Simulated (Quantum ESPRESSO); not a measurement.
# KZnF3: magnetic shieldings

```
CELL_PARAMETERS angstrom
      4.04742     0.00000     0.00000
      0.00000     4.04742     0.00000
      0.00000     0.00000     4.04742
ATOMIC_POSITIONS crystal
  K  0.00000 0.00000 0.00000
  Zn 0.50000 0.50000 0.50000
  F  0.00000 0.50000 0.50000
  F  0.50000 0.00000 0.50000
  F  0.50000 0.50000 0.00000
```
The geometry is a computed Materials Project entry, not a measured one. It is KZnF3 in Pm-3m; whether this form has been observed was not checked. Stability against distortions was not tested.

Shieldings are absolute and leave out the bulk-susceptibility term; a larger σ means a smaller chemical shift. In our sweeps, cutoffs and meshes of this size left a few ppm, and up to some 20 ppm on atoms from Zn on.

Ω = σ33 − σ11 of the symmetric part; where symmetry doesn't make it nil, it is less certain than σ_iso.

Question: What do the calculations give at each independent site (shieldings by PBE GIPAW on JTH datasets (Quantum ESPRESSO, modified build), 22.5 Ha, k-mesh 5×5×5 shifted, f-sum rule met within 0.004 %)?

Answer: 
```csv
site,site symmetry,σ_iso (ppm),span Ω (ppm)
K (atom 1),m-3m,1194,0
Zn (atom 2),m-3m,1776,0
"F (atoms 3, 4, 5)",4/mmm,330,33
```
